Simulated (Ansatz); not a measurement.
# BaTiO3: reading a single point

```
Ba Ti O
1.0
     3.97717    0.00000    0.00000
     0.00000    3.97717    0.00000
     0.00000    0.00000    7.99054
Ba Ti O
2 2 6
Direct
  0.00000 0.00000 0.00000
  0.00000 0.00000 0.50000
  0.50000 0.50000 0.24100
  0.50000 0.50000 0.74100
  0.50000 0.50000 0.00800
  0.50000 0.50000 0.50800
  0.50000 0.00000 0.25750
  0.50000 0.00000 0.75750
  0.00000 0.50000 0.25750
  0.00000 0.50000 0.75750
```

The numbers come from plane-wave PAW DFT (Ansatz): r2SCAN, collinear spin, 500 eV, 6×6×3 Γ-centred k points, fermi-dirac occupations (width 0.1 eV). Nothing was relaxed.

The state carries no moments; the state need not be the lowest.

- Forces: The largest is on O5 (and as large on other atoms): 0.32 eV/Å, components (0.00, 0.00, 0.32). It makes 0° with the line to a nearest neighbour, Ti3 at 1.86 Å, pointing towards it.
- Electronic structure: The gap is 2.23 eV, indirect or between spins (the least direct gap found is 2.52 eV).
- Formation energy: -3.40 eV an atom against the elements' usual phases (free molecules for gases, crystals otherwise, with no correction for O₂ or N₂), so it is bound against them; other compounds may still compete. Relaxing would lower it.
- Charges: Bader charges in e: Ba +1.57, Ti +2.31, O -1.29. In the mean Ti gives up most and O takes most.

Origin: a database entry at a rescaled volume. Caveats: the input typed no starting moments.
